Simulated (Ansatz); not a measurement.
## Nb5N: rattling a relaxed structure

The cell was found from a proposed guess, not taken from experiment.

All numbers below come from DFT PBE, scalar-relativistic, plane waves, PAW in Ansatz. Plane waves to 420 eV, a k mesh through Γ of 14×14×14 on the computed 6-atom cell and Gaussian smearing (0.10 eV); no spin polarisation.

The cell below (6 atoms, space group I4/mmm (No. 139)) is relaxed within its symmetry.

```
Nb N
1.0
    -1.62086    1.62086    9.12401
     1.62086   -1.62086    9.12401
     1.62086    1.62086   -9.12401
Nb N
5 1
Direct
  0.88678 0.88678 0.00000
  0.11322 0.11322 0.00000
  0.50000 0.50000 0.00000
  0.29549 0.29549 0.00000
  0.70451 0.70451 0.00000
  0.00000 0.00000 0.00000
```

For the test a repeat of it with 12 atoms (edges 3.24, 6.48, 9.41 Å) was strained at random (σ = 1.5 % a component), the atoms were moved at random (σ = 0.10 Å), and all was relaxed again on a coarse 6×4×6 mesh (in the run’s order of axes) with 0.20 eV smearing, with no symmetry imposed.

Task: Is the structure stable against such a distortion?

Result: It returns, within 1 meV/atom of the unmoved cell on that mesh and with the same symmetry when read at 0.1 Å. So it is stable against the distortions that fit this cell and that this random move excites. Modes that don't fit the cell aren't tested.
